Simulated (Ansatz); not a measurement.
# Calculated electrostatic potentials at the N nuclei for Si₃N₄

Cell: an entry of the Crystallography Open Database (COD), ions relaxed with PBE at fixed cell.

Space group P6_3/m (No. 176); a = 7.6170, c = 2.9134 Å, γ = 120.00°.

| site | Wyckoff | site symmetry | x | y | z |
| --- | --- | --- | --- | --- | --- |
| Si | 6h | m.. | 0.1740 | 0.7679 | 0.2500 |
| N7 | 2c | -6.. | 0.3333 | 0.6667 | 0.2500 |
| N9 | 6h | m.. | 0.3298 | 0.0300 | 0.2500 |

One atom of each set is listed.

Computed with Ansatz: DFT, r2SCAN, plane waves and PAW, scalar-relativistic, 500 eV cutoff, Γ-centred 4×4×9 k-points, Fermi–Dirac smearing 0.02 eV.

The potential at a nucleus is that of all electrons and the other nuclei. A higher potential binds the core electrons more strongly, so differences between sites of one element are the initial-state part of core-level shifts.

(1) Rank the N sites by the potential at the nucleus, lowest first, and give each against the lowest.
A. N7: 3 Si at 1.73 Å
B. N9: 3 Si at 1.74 Å

## Answers

(1) A (0.00 V), B (0.42 V).
